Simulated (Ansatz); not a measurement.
Fe (bcc, W type)

```xyz
1
Lattice="-1.3935 1.3935 1.3935 1.3935 -1.3935 1.3935 1.3935 1.3935 -1.3935" Properties=species:S:1:pos:R:3 pbc="T T T"
Fe     0.0000     0.0000     0.0000
```

The volume is varied about the relaxed value V₀ at fixed cell shape. Symmetry pins the atoms to their sites.

Computed with PBEsol (plane waves to 420 eV, PAW, scalar-relativistic; Ansatz, an electronic-structure program). k mesh 23×23×23 (Γ-centred), Fermi-Dirac smearing 0.05 eV. The energy includes the smearing's −TS. Stress and pressure are positive under compression. Fe was relaxed with its symmetry unable to fall. Relaxed Fe ends ferromagnetic. The magnetic order is the one the run started from; other orders were not tried. ΔE is measured from the relaxed starting cell. The last digit holds for this mesh only.

```tsv
V (Å³/atom)	ΔE (meV/atom)
9.092	271.4
9.381	177.9
9.669	107.2
9.958	56.5
10.247	23.4
10.535	5.4
10.824	0.0
11.112	4.9
11.401	19.0
11.690	41.4
11.978	70.5
12.267	105.2
12.556	withheld
```

Question: Fit a third-order Birch-Murnaghan form (E₀, V₀, B₀, B₀′ free) to the given rows and predict ΔE at V = 12.556.

Answer: Least squares on the 12 given rows: ΔE = E₀ + (9V₀B₀/16)·y²·[2 + (B₀′ − 4)y], y = (V₀/V)^(2/3) − 1, with V₀ = 10.825 Å³/atom, B₀ = 224.2 GPa (160.2 GPa = 1 eV/Å³; the term in eV is multiplied by 1000), B₀′ = 4.80, E₀ = -0.28 meV/atom; root-mean-square residual 0.23 meV/atom. At 12.556 the fit gives 145.1 meV/atom; the calculation gives 143.4 meV/atom, so the extrapolation is off by 1.7 (+1.2 %). For the pressure the fit gives -23.3 GPa against the computed -21.8 GPa.

(Under strain, the slope of the energy per volume gives the stress and its curvature an elastic modulus.)
